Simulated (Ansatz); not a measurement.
An Ansatz (a first-principles code) run. Input:

Ansatz 0.2 input:
```yaml
crystal:
  lattice:
    - [4.0510941353, 0.0, 0.0]
    - [-2.0255470676, 3.5083504343, 0.0]
    - [0.0, 0.0, 9.5822593319]
  atoms:
    - { symbol: In, position: [0.0, 0.0, 0.4455010441] }
    - { symbol: In, position: [0.3333333333, 0.6666666667, 0.0345546031] }
    - { symbol: Se, position: [0.3333333333, 0.6666666667, 0.5733662965] }
    - { symbol: S, position: [0.0, 0.0, 0.1945780564] }
kpoints:
  mp_grid: { grid: [6, 6, 3] }
  band_path:
    path:
      - [[0.0, 0.0, 0.0], [0.5, 0.0, 0.0], [0.3333333333, 0.3333333333, 0.0], [0.0, 0.0, 0.0], [0.0, 0.0, 0.5], [0.5, 0.0, 0.5], [0.3333333333, 0.3333333333, 0.5], [0.0, 0.0, 0.5]]  # Γ-M-K-Γ-A-L-H-A
      - [[0.5, 0.0, 0.5], [0.5, 0.0, 0.0]]  # L-M
      - [[0.3333333333, 0.3333333333, 0.5], [0.3333333333, 0.3333333333, 0.0]]  # H-K
      - [VBM, CBM]
    npoints: 8
hamiltonian:
  xc: r2scan
  pseudopotentials: { azcp: { folder: ./paw }, kind: paw_fr }
magnetization: { noncollinear: true, spin_orbit: true }
scf:
  n_extra_bands: 12
  convergence: { dr2_threshold: 0.0000000001 }
  occupations: { method: gaussian, width: 0.01 }
checkpoint: { write: soc.run }
output: { eigenvalues: true }
```

Output (shortened):

```
Pseudopotentials: kind: paw_fr
Pseudopotential: In, paw, valence charge 13
Pseudopotential: Se, paw, valence charge 16
Pseudopotential: S, paw, valence charge 6
Functional definition: r2SCAN
non-collinear run that drives no moment, with spin-orbit …
Crystal: 4 atoms, lattice volume = 136.189 Å³
Basis set: ecut = 500 eV, 3461 PW (Γ), exchange–correlation on 120×120×288 points (64 copies of the dense FFT grid, shifted against one another)
Bands: 60, of which v1, the nominal top of the filled ones, is band 48 counted from 1 (47 counted from 0)
Symmetry: 6 space group operations + 6 with time reversal
k-points: 17 of 108 (time reversal used)
Projection manifold: j_resolved (fully-relativistic pseudo-atomic orbitals)
PAW frozen core: In, regenerated for the run's functional
PAW frozen core: Se, regenerated for the run's functional
PAW frozen core: S, regenerated for the run's functional
Initial density: superposition of atomic densities (chi_scale 0.1, normalization cell, long waves kept (reshape's long-wave potential 0.50 eV rms))
Initial wavefunctions: pseudopotential atomic-orbital guess
Eigensolver: davidson
Functional: x = r2scan, c = r2scan; τ floored in thin density (d = 2e-4 eV/Å³)
SCF iter   1: F=—  HF=-17588.109367 eV  |F-HF|=—  |Δ(HF+E_count)|=         —  Δρ=3.50e-2  dr2=3.98e0  dr2_τ=7.42e-3  dr2_m=0.00e0 (ungated)  ethr=3.10e-3  |M|=0.00e0 ∫|m|=0.00e0 μB  |m|>n=0.0e0 m-floor=0.0e0 τ_xc=0.0e0  β_m=0.30  ⟨swp⟩=7.8  Hψ=4996  notcnv=0  defer=14
all-band conjugate gradients solve this SCF's bands
preconditioner: auto → Resta (q_TF=auto, 2.293 Å⁻¹)
spin=Noncollinear: Resta preconditioning applied to the charge; magnetization (m_x, m_y, m_z) channels mix plain (no charge-response kernel on spin).
SCF iter   2: F=—  HF=-17587.426963 eV  |F-HF|=—  |Δ(HF+E_count)|=   6.82e-1  Δρ=2.30e-2  dr2=1.35e0  dr2_τ=1.58e-3  dr2_m=0.00e0 (ungated)  ethr=3.10e-3  |M|=0.00e0 ∫|m|=0.00e0 μB  |m|>n=0.0e0 m-floor=0.0e0 τ_xc=0.0e0  β_m=0.50  ⟨swp⟩=2.9  Hψ=1297  notcnv=0  defer=124
SCF iter   3: F=—  HF=-17587.098685 eV  |F-HF|=—  |Δ(HF+E_count)|=   3.28e-1  Δρ=7.37e-3  dr2=7.33e-2  dr2_τ=3.88e-4  dr2_m=0.00e0 (ungated)  ethr=2.81e-3  |M|=0.00e0 ∫|m|=0.00e0 μB  |m|>n=0.0e0 m-floor=0.0e0 τ_xc=0.0e0  β_m=0.59  ⟨swp⟩=4.1  Hψ=1824  notcnv=0  defer=112
SCF iter   4: F=—  HF=-17587.100415 eV  |F-HF|=—  |Δ(HF+E_count)|=   1.73e-3  Δρ=2.66e-3  dr2=1.25e-2  dr2_τ=7.43e-5  dr2_m=0.00e0 (ungated)  ethr=1.53e-4  |M|=0.00e0 ∫|m|=0.00e0 μB  |m|>n=0.0e0 m-floor=0.0e0 τ_xc=0.0e0  β_m=0.66  ⟨swp⟩=3.9  Hψ=2038  notcnv=0  defer=112
SCF iter   5: F=—  HF=-17587.102183 eV  |F-HF|=—  |Δ(HF+E_count)|=   1.77e-3  Δρ=6.51e-4  dr2=7.89e-4  dr2_τ=4.71e-6  dr2_m=0.00e0 (ungated)  ethr=2.61e-5  |M|=0.00e0 ∫|m|=0.00e0 μB  |m|>n=0.0e0 m-floor=0.0e0 τ_xc=0.0e0  β_m=0.82  ⟨swp⟩=2.9  Hψ=1302  notcnv=0  defer=112
SCF iter   6: F=—  HF=-17587.102695 eV  |F-HF|=—  |Δ(HF+E_count)|=   5.11e-4  Δρ=1.73e-4  dr2=4.19e-5  dr2_τ=4.58e-7  dr2_m=0.00e0 (ungated)  ethr=1.64e-6  |M|=0.00e0 ∫|m|=0.00e0 μB  |m|>n=0.0e0 m-floor=0.0e0 τ_xc=0.0e0  β_m=0.87  ⟨swp⟩=2.0  Hψ=1336  notcnv=0  defer=112
SCF iter   7: F=—  HF=-17587.102745 eV  |F-HF|=—  |Δ(HF+E_count)|=   5.02e-5  Δρ=4.38e-5  dr2=3.54e-6  dr2_τ=2.55e-8  dr2_m=0.00e0 (ungated)  ethr=8.74e-8  |M|=0.00e0 ∫|m|=0.00e0 μB  |m|>n=0.0e0 m-floor=0.0e0 τ_xc=0.0e0  β_m=0.94  ⟨swp⟩=2.0  Hψ=1556  notcnv=0  defer=112
SCF iter   8: F=—  HF=-17587.102819 eV  |F-HF|=—  |Δ(HF+E_count)|=   7.39e-5  Δρ=1.41e-5  dr2=4.53e-7  dr2_τ=3.02e-9  dr2_m=0.00e0 (ungated)  ethr=7.38e-9  |M|=0.00e0 ∫|m|=0.00e0 μB  |m|>n=0.0e0 m-floor=0.0e0 τ_xc=0.0e0  β_m=0.88  ⟨swp⟩=2.0  Hψ=1778  notcnv=0  defer=112
SCF iter  12: F=-17587.102819 eV  HF=-17587.102819 eV  |F-HF|=1.09e-11  |Δ(HF+E_count)|=  2.51e-10  Δρ=1.66e-7  dr2=8.77e-11  dr2_τ=1.01e-12  dr2_m=0.00e0 (ungated)  ethr=1.00e-12  |M|=0.00e0 ∫|m|=0.00e0 μB  |m|>n=0.0e0 m-floor=0.0e0 τ_xc=0.0e0  ⟨swp⟩=12.1  Hψ=4536  notcnv=0
SCF 1 converged in 12 iterations: F = -17587.102819 eV  dr2 = 8.77e-11
NSCF: frozen V_eff on 34 k-points
NSCF: frozen V_eff on 34 k-points
NSCF: frozen V_eff on 34 k-points
NSCF: frozen V_eff on 14 k-points
NSCF: frozen V_eff on 8 k-points
NSCF: frozen V_eff on 8 k-points
NSCF: frozen V_eff on 8 k-points
NSCF: frozen V_eff on 8 k-points
NSCF: frozen V_eff on 4 k-points
NSCF: frozen V_eff on 13 k-points
NSCF: frozen V_eff on 1 k-points
NSCF: frozen V_eff on 84 k-points
SCF converged after 12 iterations
Magnetization: |M| = 0.0000 μB,  M = (+0.0000, +0.0000, +0.0000) μB
Absolute magnetization: 0.0000 μB (∫|m|)
  site 0: m = (+0.0000, +0.0000, +0.0000) μB, |m| = 0.0000 μB  (R = 0.99 Å)
  site 1: m = (+0.0000, +0.0000, +0.0000) μB, |m| = 0.0000 μB  (R = 1.15 Å)
  site 2: m = (+0.0000, +0.0000, +0.0000) μB, |m| = 0.0000 μB  (R = 1.09 Å)
  site 3: m = (+0.0000, +0.0000, +0.0000) μB, |m| = 0.0000 μB  (R = 0.99 Å)
Free energy (F): -17587.102819 eV
Harris-Foulkes:  -17587.102819 eV  (|F-HF|=1.09e-11)
Internal energy: -17587.102819 eV  (E = F + TS)
E sigma→0 (E₀):  -17587.102819 eV
Fermi energy:    5.043175 eV
--- Per-component energies (eV) ---
  E_band       = -661.042559
  E_kinetic    = 647.833170
  E_local      = -6940.076383  (includes V_loc(G=0)·N_el)
  E_nonlocal   = 336.149900
  E_hartree    = 3213.623422
  E_xc         = -427.685938
  E_vxc        = -375.197754  (∫ρ·V_xc dr)
  E_paw        = -11204.599019  (= ΣΔE_a)
  E_vpaw       = -779.693967  (= ΣTr[D̂ρ^β])
  E_aug_tail   = -0.000187  (compensation charges beyond the density's cutoff)
  E_vtau       = 22.695697  (kinetic-family band-sum trace: ∫τ·v_τ [+ j·A + Jᵃ·Aᵃ] dr)
  E_ewald      = -3212.440941
  E_core_change = 0.093157  (= ΣΔE_core)
  E_smearing   =  0.000000  (= −TS)
  E_closure    =  0.000000  (closes the sum)
  Σ components = -17587.102819   (vs F -17587.102819, Δ=0.00e0)
  [band-id]    e_kinetic+e_local+e_nonlocal+2·e_hartree+e_vxc+e_vpaw+e_augmentation_tail+e_vtau = -661.042679   (vs E_band -661.042559, Δ=-1.20e-4)
--- Band table (eV; the first three rows and the last of 17) ---
  k-point 0: bands = ["-44.6823", "-44.6823", "-44.6484", "-44.6484", "-43.7931", "-43.7931", "-43.7644", "-43.7644", "-43.7489", "-43.7489", "-11.5005", "-11.5005", "-11.4329", "-11.4329", "-10.7191", "-10.7191", "-10.5841", "-10.5841", "-10.5251", "-10.5251", "-10.0270", "-10.0270", "-9.9636", "-9.9636", "-9.7464", "-9.7464", "-9.1917", "-9.1917", "-9.1154", "-9.1154", "-9.1114", "-9.1114", "-8.3983", "-8.3983", "-1.6657", "-1.6657", "0.9501", "0.9501", "2.4881", "2.4881", "2.7530", "2.7530", "3.0092", "3.0092", "3.2078", "3.2078", "3.2892", "3.2892", "5.7788", "5.7788", "7.6035", "7.6035", "9.2424", "9.2424", "9.6038", "9.6038", "9.7032", "9.7032", "10.5391", "10.5391"]
  k-point 1: bands = ["-44.6823", "-44.6823", "-44.6484", "-44.6484", "-43.7931", "-43.7931", "-43.7644", "-43.7644", "-43.7489", "-43.7489", "-11.5005", "-11.5005", "-11.4329", "-11.4329", "-10.7192", "-10.7192", "-10.5841", "-10.5841", "-10.5251", "-10.5251", "-10.0270", "-10.0270", "-9.9638", "-9.9638", "-9.7450", "-9.7450", "-9.1917", "-9.1917", "-9.1154", "-9.1154", "-9.1109", "-9.1109", "-8.4018", "-8.4018", "-1.5949", "-1.5949", "0.6640", "0.6640", "2.4947", "2.4947", "2.7555", "2.7555", "3.1762", "3.1762", "3.2858", "3.2858", "3.5093", "3.5093", "5.5127", "5.5127", "7.4439", "7.4439", "9.2454", "9.2454", "9.6158", "9.6158", "9.7336", "9.7336", "10.5144", "10.5144"]
  k-point 2: bands = ["-44.6823", "-44.6823", "-44.6484", "-44.6484", "-43.7931", "-43.7931", "-43.7644", "-43.7644", "-43.7489", "-43.7489", "-11.5426", "-11.4818", "-11.4491", "-11.4360", "-10.8092", "-10.7041", "-10.6111", "-10.5842", "-10.5488", "-10.5416", "-10.0334", "-10.0321", "-9.9746", "-9.9647", "-9.4574", "-9.4544", "-9.2090", "-9.1971", "-9.1387", "-9.1354", "-9.1062", "-9.1006", "-8.2311", "-8.2091", "-1.5430", "-1.5212", "0.6469", "0.7172", "1.4837", "1.5813", "2.3108", "2.3179", "2.4835", "2.5236", "3.0795", "3.0885", "3.4429", "3.4895", "6.5625", "6.6397", "7.8882", "8.0171", "8.6460", "8.6522", "9.4367", "9.5204", "9.7152", "9.7423", "10.3089", "10.3971"]
  k-point 16: bands = ["-44.6822", "-44.6822", "-44.6484", "-44.6484", "-43.7929", "-43.7929", "-43.7644", "-43.7644", "-43.7488", "-43.7488", "-11.6093", "-11.5771", "-11.4746", "-11.3890", "-10.9334", "-10.7078", "-10.6916", "-10.5905", "-10.5438", "-10.5252", "-10.0791", "-10.0226", "-9.9994", "-9.9626", "-9.2993", "-9.2652", "-9.1471", "-9.1320", "-9.0981", "-9.0908", "-8.3282", "-8.3076", "-7.6608", "-7.6573", "-1.8439", "-1.7628", "-0.1169", "-0.0927", "0.1269", "0.1795", "0.9316", "0.9920", "1.5133", "1.5460", "1.8609", "1.9118", "4.3869", "4.4098", "6.5845", "6.7121", "6.9505", "7.0488", "8.4620", "8.4717", "9.1542", "9.3366", "9.6262", "9.7164", "10.5055", "10.5696"]
  band table: 60 of 60 bands, residual norms ≤ 1.0e-3 eV
```

Cost: about 9 core-minutes (a rough figure) on shared cores.

Space group P3m1. The start of the workflow was typed in or built on a structure type; neither database checked (COD, Materials Project) lists it. Its standing as an ambient phase is unchecked. The r²SCAN relaxation kept the symmetry of its start; its stability against distortions is not shown here.

Potentials: the earlier of the program's two PAW sets. The files were generated under PBE; for other functionals the program regenerates the frozen cores, and for LDA and PBEsol the local potential too.

Ansatz is a plane-wave DFT program.
